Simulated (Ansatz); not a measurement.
Input and output for TaRu: DFT, PBEsol, PAW with Ansatz's default frozen-core files, scalar-relativistic (Ansatz 0.2.0). This run: one bond, the shortest of the undistorted cell, set to 1.756 Å.

The cell is entry 1523017 of the Crystallography Open Database, unrelaxed.

Command: `ansatz run input.yaml --threads 1 --pin off --max-ram 2048MiB --backend cpu --events-out ev --progress --plain --runs-dir out` It took 22 s on 1 thread of Arm Neoverse V1, on a shared host, peak memory 0.49 GiB.

```yaml
crystal:
  lattice:
    - [3.053, 0.0, 0.0]
    - [0.0, 3.053, 0.0]
    - [0.0, 0.0, 3.389]
  atoms:
    - { symbol: Ta, position: [0.41, 0.41, 0.41] }
    - { symbol: Ru, position: [0.09, 0.09, 0.09] }
kpoints:
  mp_grid: { grid: [10, 10, 9] }
scf:
  occupations: { method: fermi_dirac, width: 0.05 }
hamiltonian:
  xc: pbesol
  pseudopotentials: { kind: paw }
output:
  forces: true
  stress: true
  eigenvalues: true
  efg: { contact_densities: true }
  populations: true
  write_density: true
  write_potential: true
  elf: true
  volumetric_format: npy
```

Output:

```
Ru, Ta: output.efg is read without spin–orbit coupling, which moves field gradients at and beside such atoms by some per cent and up to a factor of two; PAW files take it under magnetization.noncollinear and magnetization.spin_orbit
Engine: ansatz 0.2.0
Pseudopotentials: kind: paw
Pseudopotential: Ta, paw, valence charge 13, recommended cutoff 420 eV (normal), Ta.paw.azcp
Pseudopotential: Ru, paw, valence charge 16, recommended cutoff 420 eV (normal), Ru.paw.azcp
Functional definition: PBEsol
  exchange = pbesol_x
  correlation = pbesol_c
Crystal: 2 atoms, lattice volume = 31.588 Å³
Basis set: ecut = 420 eV, 643 PW (Γ), exchange–correlation on 48×48×48 points (8 copies of the dense FFT grid, shifted against one another)
Bands: 19, of which v1, the nominal top of the filled ones, is band 15 counted from 1 (14 counted from 0)
Symmetry: 2 space group operations
Space group: Cm (ITA 8), of the structure as read, at distance tolerance 3.2e-5 Å
k-points: 251 of 900 (time reversal used)
Non-local potential: Ta, projectors of the file, l = 0: 3, l = 1: 2, l = 2: 2, l = 3: 1
Non-local potential: Ru, projectors of the file, l = 0: 3, l = 1: 2, l = 2: 2, l = 3: 1
PAW form: soft (Blöchl's): semilocal exchange-correlation on the pseudo side does not see the compensation charge
PAW frozen core: Ta, regenerated for the run's functional, and the local potential with it (the file was generated under x = pbe(κ = 0.804, μ = 0.2195149727645171), c = pbe(β = 0.06672455060314922))
PAW frozen core: Ru, regenerated for the run's functional, and the local potential with it (the file was generated under x = pbe(κ = 0.804, μ = 0.2195149727645171), c = pbe(β = 0.06672455060314922))
PAW one-centre angular grid: Ta, 590 points (default); XC on 64 Gauss nodes
PAW one-centre angular grid: Ru, 590 points (default); XC on 64 Gauss nodes
Initial density: superposition of atomic densities (neutral atoms: chi_scale 0, normalization atom), corrected by the library's trained network
Initial wavefunctions: pseudopotential atomic-orbital guess
Functional: x = pbesol(κ = 0.804, μ = 0.12345679012345678), c = pbesol(β = 0.046)
SCF iter   1: F=—  HF=-15616.308369 eV  |F-HF|=—  |Δ(HF+E_count)|=         —  Δρ=3.38e-2  dr2=3.19e-1  ethr=1.77e-3  ⟨swp⟩=5.8  Hψ=22169  notcnv=0
preconditioner: auto → none  [metal: Δε(μ)=0.022 eV  Ē_g=7.613 eV  σ=0.050 eV  W_gap=0.11  n_scr=6 (ndim 8)  ℏωp=23.8 eV  f_vac=0.000  D(μ)=1.23/eV (n_scr^D=6)  sad-step TF]
SCF iter   2: F=—  HF=-15616.263701 eV  |F-HF|=—  |Δ(HF+E_count)|=   4.47e-2  Δρ=1.92e-2  dr2=1.17e-1  ethr=1.10e-3  ⟨swp⟩=2.0  Hψ=7721  notcnv=0  defer=5
SCF iter   3: F=—  HF=-15616.234563 eV  |F-HF|=—  |Δ(HF+E_count)|=   2.91e-2  Δρ=1.86e-3  dr2=8.94e-4  ethr=4.04e-4  ⟨swp⟩=2.1  Hψ=7539  notcnv=0  defer=5
SCF iter   4: F=—  HF=-15616.234541 eV  |F-HF|=—  |Δ(HF+E_count)|=   2.21e-5  Δρ=6.99e-4  dr2=1.53e-4  ethr=3.08e-6  ⟨swp⟩=2.0  Hψ=8265  notcnv=0  defer=5
SCF iter   5: F=—  HF=-15616.234493 eV  |F-HF|=—  |Δ(HF+E_count)|=   4.78e-5  Δρ=1.28e-4  dr2=3.69e-6  ethr=5.28e-7  ⟨swp⟩=2.1  Hψ=7279  notcnv=0  defer=5
SCF iter   6: F=—  HF=-15616.234505 eV  |F-HF|=—  |Δ(HF+E_count)|=   1.14e-5  Δρ=4.15e-5  dr2=5.99e-7  ethr=1.27e-8  ⟨swp⟩=2.7  Hψ=8453  notcnv=0  defer=5
SCF iter   7: F=-15616.234505 eV  HF=-15616.234505 eV  |F-HF|=1.12e-8  |Δ(HF+E_count)|=   9.58e-8  Δρ=9.42e-6  dr2=2.05e-8  ethr=3.45e-10  ⟨swp⟩=10.1  Hψ=34389  notcnv=0
SCF 1 converged in 7 iterations: F = -15616.234505 eV  dr2 = 2.05e-8
  greatest PAW one-centre occupation: 1.006 electrons in one spin orbital (limit 2), on the Ru atom at site 1 (counted from 0), in its partial waves of l = 1
SCF converged after 7 iterations
Free energy (F): -15616.234505 eV
Harris-Foulkes:  -15616.234505 eV  (|F-HF|=1.12e-8)
Internal energy: -15616.224380 eV  (E = F + TS)
E sigma→0 (E₀):  -15616.229443 eV
Entropy (-TS):   -0.010124 eV (-5.062 meV/atom)
Fermi energy:    21.204375 eV
--- Per-component energies (eV) ---
  E_band       = -193.023005
  E_kinetic    = 910.511691
  E_local      = -2415.442845  (includes V_loc(G=0)·N_el)
  E_nonlocal   = 379.225395
  E_hartree    = 865.804419
  E_xc         = -411.903306
  E_vxc        = -449.434755  (∫ρ·V_xc dr)
  E_paw        = -11681.470714  (= ΣΔE_a)
  E_vpaw       = -349.493796  (= ΣTr[D̂ρ^β])
  E_aug_tail   = -0.000033  (compensation charges beyond the density's cutoff)
  E_ewald      = -3263.415929
  E_core_change = 0.466942  (= ΣΔE_core)
  E_smearing   = -0.010124  (= −TS)
  E_closure    = 0.000000  (closes the sum)
  Σ components = -15616.234505   (vs F -15616.234505, Δ=0.00e0)
--- Forces (eV/Å), atoms counted from 1 ---
  atom   1  Ta    16.85281690    16.85281690    19.56942282
  atom   2  Ru   -16.85279440   -16.85279440   -19.56935063
  max |Σ_I F_I| component: 7.22e-5 eV/Å
--- Stress (GPa, compression-positive) ---
      114.862904      70.096153      82.592470
       70.096153     114.862904      82.592470
       82.592495      82.592495     118.324295
  P = ⅓ Tr σ = 116.0167 GPa (1160.167 kbar)
--- PAW observables at the nuclei: V_zz in 10²¹ V/m², potentials from the cell's mean, atoms counted from 1 ---
  atom   1  Ta V_zz =   +38.618441   η = 0.0991   by run symmetry: allowed
            electrostatic potential = -14503.305633 V   contact ρ = 8144302.850156 e/Å³
  atom   2  Ru V_zz =   +25.398207   η = 0.1351   by run symmetry: allowed
            electrostatic potential = -6806.247833 V   contact ρ = 718364.500931 e/Å³
--- Band table (eV; the first three rows and the last of 251) ---
  k-point 0: bands = ["-52.6584", "-46.6940", "-24.4223", "-22.0370", "-22.0067", "-13.3042", "-13.2868", "-12.2130", "12.6517", "14.2591", "14.6910", "17.4049", "17.5494", "18.6331", "21.5717", "21.8808", "24.8629", "24.9632", "29.7858"]
  k-point 1: bands = ["-52.6564", "-46.6968", "-24.4212", "-22.0362", "-22.0157", "-13.3042", "-13.2846", "-12.2191", "12.8282", "14.2006", "14.8202", "17.3751", "17.4323", "18.7000", "21.4677", "22.0126", "24.7786", "25.2572", "29.3829"]
  k-point 2: bands = ["-52.6513", "-46.7037", "-24.4182", "-22.0386", "-22.0341", "-13.3052", "-13.2790", "-12.2335", "13.3123", "14.0556", "15.1779", "16.9881", "17.5096", "18.8751", "21.1170", "22.3369", "24.4506", "25.9506", "28.6945"]
  k-point 250: bands = ["-52.5643", "-46.7511", "-24.5782", "-22.3297", "-22.1707", "-13.4491", "-13.3179", "-12.2749", "16.1052", "17.0189", "17.2032", "17.8503", "18.1979", "20.0958", "20.4011", "20.5342", "25.7312", "26.5143", "26.7743"]
--- Löwdin populations: 2 sites ---
  site symbol       q [e]
     0     Ta     12.7049
     1     Ru     16.0980
  spilling = 0.006797 (of n_electrons = 29.000000)
```

populations.tsv:

```
# site	symbol	l	j	q
# orbitals = lowdin
# n_electrons = 29.000000
# spilling = 0.006797
0	Ta	0_5S	-	1.911856
0	Ta	0_6S	-	0.882890
0	Ta	1_5P	-	5.938351
0	Ta	2_5D	-	3.971819
1	Ru	0_4S	-	1.899550
1	Ru	0_5S	-	0.874456
1	Ru	1_4P	-	5.937252
1	Ru	2_4D	-	7.386705
```

Next run (one bond, the shortest of the undistorted cell, set to 1.756 Å, partial waves polarizable), as changes to the input before:

```diff
   xc: pbesol
-  pseudopotentials: { kind: paw }
+  pseudopotentials: { kind: paw, partial_waves: polarizable }
 output:
   eigenvalues: true
-  efg: { contact_densities: true }
-  populations: true
-  write_density: true
-  write_potential: true
-  elf: true
-  volumetric_format: npy
```

Results part of the output:

```
SCF 1 converged in 7 iterations: F = -15616.236746 eV  dr2 = 2.04e-8
  greatest PAW one-centre occupation: 1.006 electrons in one spin orbital (limit 2), on the Ru atom at site 1 (counted from 0), in its partial waves of l = 1
SCF converged after 7 iterations
Free energy (F): -15616.236746 eV
Harris-Foulkes:  -15616.236746 eV  (|F-HF|=1.13e-8)
Internal energy: -15616.226626 eV  (E = F + TS)
E sigma→0 (E₀):  -15616.231686 eV
Entropy (-TS):   -0.010120 eV (-5.060 meV/atom)
Fermi energy:    21.204327 eV
--- Per-component energies (eV) ---
  E_band       = -193.013198
  E_kinetic    = 910.505234
  E_local      = -2415.456277  (includes V_loc(G=0)·N_el)
  E_nonlocal   = 379.227931
  E_hartree    = 865.817055
  E_xc         = -411.901988
  E_vxc        = -449.433074  (∫ρ·V_xc dr)
  E_paw        = -11681.469560  (= ΣΔE_a)
  E_vpaw       = -349.493619  (= ΣTr[D̂ρ^β])
  E_aug_tail   = -0.000033  (compensation charges beyond the density's cutoff)
  E_ewald      = -3263.415929
  E_core_change = 0.466942  (= ΣΔE_core)
  E_smearing   = -0.010120  (= −TS)
  E_closure    = 0.000000  (closes the sum)
  Σ components = -15616.236746   (vs F -15616.236746, Δ=0.00e0)
--- Forces (eV/Å), atoms counted from 1 ---
  atom   1  Ta    16.84280785    16.84280785    19.55839072
  atom   2  Ru   -16.84278306   -16.84278306   -19.55831858
  max |Σ_I F_I| component: 7.21e-5 eV/Å
--- Stress (GPa, compression-positive) ---
      114.813220      70.047432      82.538393
       70.047432     114.813220      82.538393
       82.538418      82.538418     118.264695
  P = ⅓ Tr σ = 115.9637 GPa (1159.637 kbar)
--- Band table (eV; the first three rows and the last of 251) ---
  k-point 0: bands = ["-52.6569", "-46.6939", "-24.4191", "-22.0378", "-22.0078", "-13.3047", "-13.2872", "-12.2111", "12.6518", "14.2595", "14.6913", "17.4058", "17.5489", "18.6325", "21.5717", "21.8807", "24.8628", "24.9630", "29.7872"]
  k-point 1: bands = ["-52.6548", "-46.6966", "-24.4180", "-22.0370", "-22.0168", "-13.3047", "-13.2850", "-12.2172", "12.8282", "14.2011", "14.8205", "17.3746", "17.4332", "18.6994", "21.4678", "22.0125", "24.7785", "25.2571", "29.3841"]
  k-point 2: bands = ["-52.6498", "-46.7036", "-24.4150", "-22.0397", "-22.0350", "-13.3057", "-13.2794", "-12.2316", "13.3125", "14.0561", "15.1781", "16.9876", "17.5104", "18.8745", "21.1171", "22.3366", "24.4503", "25.9506", "28.6954"]
  k-point 250: bands = ["-52.5627", "-46.7509", "-24.5751", "-22.3304", "-22.1718", "-13.4495", "-13.3184", "-12.2730", "16.1050", "17.0197", "17.2033", "17.8515", "18.1981", "20.0962", "20.4007", "20.5340", "25.7311", "26.5138", "26.7742"]
```

Spin–orbit coupling is left out, which matters for the heavy atoms. The PAW files were made under PBE.
